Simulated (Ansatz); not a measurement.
Relaxed-ion elastic tensor of SnO$_{2}$ (CdI2 type, space group No. 164) in GPa (Voigt order), plane-wave PAW PBE+D3(BJ) (Ansatz code); density 6.08 g/cm³, 13.72 Å³ per atom.

```
      1     2     3     4     5     6
-  ----  ----  ----  ----  ----  ----
1   284  84.6  12.5  -5.5   0.0   0.0
2  84.6   284  12.5   5.5   0.0   0.0
3  12.5  12.5  31.4   0.0   0.0   0.0
4  -5.5   5.5   0.0   6.9   0.0   0.0
5   0.0   0.0   0.0   0.0   6.9  -5.5
6   0.0   0.0   0.0   0.0  -5.5  99.5
```

Is the crystal mechanically stable?

Yes: the smallest eigenvalue of C is 6.6 GPa.

Work out the Voigt and Reuss bounds. Is their mean of use?

K_V = 90.9, K_R = 29.6; G_V = 55.3, G_R = 13.4 GPa. The bounds lie so far apart that a Hill average or a Debye temperature from it would say little.

Space group P-3m1 (CdI2 type). The cell is a constructed one: a structure type filled with these elements; neither database checked (COD, Materials Project) lists it. It is not the phase usual at ambient conditions (space group No. 136). The cell was relaxed with PBE+D3(BJ) under the symmetry of its start; phonons on a q-mesh show no instability. Scalar-relativistic: spin–orbit coupling is off unless named, which matters more the heavier the elements.

Potentials: the later of the program's two PAW sets.
